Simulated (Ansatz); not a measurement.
Values for one crystal, relaxed and computed with LDA (plane waves, PAW; program Ansatz); other levels are named.

- Volume per atom = 13.03 Å³
- Band gap = 1.07 eV (indirect)
- Electron effective mass = 0.18 along x (mₑ)
- Highest zone-centre frequency (without LO–TO term) = 1075 cm⁻¹
- Zone-centre stability = unstable, softest mode 91i cm⁻¹
- Smallest direct gap on the standard path = 1.14 eV
- Formation energy from the elements (no fitted shifts) = -2.25 eV/atom

### Question
Pick the material that matches.
(A) WO3, P4/ncc (W on 4c, O on 8f, O on 4c)
(B) CaO, rock salt
(C) LiNbO3, R-3 (Li on 6c, Nb on 6c, O on 18f)
(D) LaOF, P4/nmm (La on 2c, O on 2b, F on 2a)

### Answer
A, WO3, P4/ncc (W on 4c, O on 8f, O on 4c)

The workflow started from a Materials Project entry (that database holds measured and hypothetical structures alike); the Crystallography Open Database files this formula in space group No. 130, but the cells were not matched. Its standing as an ambient phase is unchecked. The LDA relaxation kept the symmetry of its start. No spin polarisation was allowed. No Hubbard U is applied. The references are the lowest solids computed at this level, not always the standard phases (solids in place of the gases). Scalar-relativistic: spin–orbit coupling is off unless named, which matters more the heavier the elements.

Potentials: the later of the program's two PAW sets.
